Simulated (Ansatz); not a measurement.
GeI₂:
```
CELL_PARAMETERS angstrom
      4.14701     0.00000     0.00000
     -2.07351     3.59142     0.00000
      0.00000     0.00000     6.64495
ATOMIC_POSITIONS crystal
  Ge 0.00000 0.00000 0.00000
  I  0.33333 0.66667 0.25962
  I  0.66667 0.33333 0.74038
```

Relaxed with LDA.

Problem. Map the valence electron density (e/Å³), cut off at 0.9 on the plane through (0.000, 0.000, 0.000) spanned by u = [0, 0, 1] and v = [1, -1, 0] in lattice vectors, from plane-wave PAW LDA (Ansatz code).

Solution. x is the fraction of u, y of v (the angle between them is 90°; rows are the nearest grid lines); atoms in the plane: Ge at (0.00, 0.00), I at (0.26, 0.33), I at (0.74, 0.67).
```
|@@@@#-..                  ..-#@@@@|
|@@@@+:.                   ..-+@@@@|
|@@@*-:.                   ..:=*@@@|
|--::..               ..:::::::----|
|:....               .:--===--:::::|
|.                 .:=*%@@@@%*=-:..|
|                  .-+@@@@@@@@+-:. |
|                 .:+@@@@@@@@@%+:. |
|                 .:+@@@@@@@@@%=:. |
|                 .:=%@@@@@@@@#=:. |
|       ...        .:=*%@@@@%*=:.. |
|    ....::...      .:-+*##*+-:..  |
|  ..:-+*##*+-:.      ...::....    |
| ..:=*%@@@@%*=:.        ...       |
| .:=#@@@@@@@@%=:.                 |
| .:=%@@@@@@@@@+:.                 |
| .:+%@@@@@@@@@+:.                 |
| .:-+@@@@@@@@+-.                  |
|..:-=*%@@@@%*=:.                 .|
|:::::--===--:.               ....:|
|----:::::::..               ..::--|
|@@@*=:..                   .:-*@@@|
|@@@@+-..                   .:+@@@@|
|@@@@#-..                  ..-#@@@@|
```
Scale: ten equal steps from 0.009 (start of ' ') to 0.900 (end of '@'), in the order ' .:-=+*#%@'; x runs from 0.000 to 1.00, y from 0.000 (bottom) to 1.00 (top).

The density is the valence pseudo-density with augmentation charge, so density and ELF within about 1 Å of a nucleus are not all-electron values.

Space group P-3m1 (CdI2 type). The workflow started from an entry of the Crystallography Open Database (COD), which files this formula under 2 space groups. Its standing as an ambient phase is unchecked. Symmetry was held in the LDA relaxation; whether a distortion lowers the energy is not shown. A crystal of weakly bound layers computed without a dispersion correction: the cell and the soft elastic constants depend strongly on that. Spin–orbit coupling is left out wherever it is not named.

Potentials: the later of the program's two PAW sets.
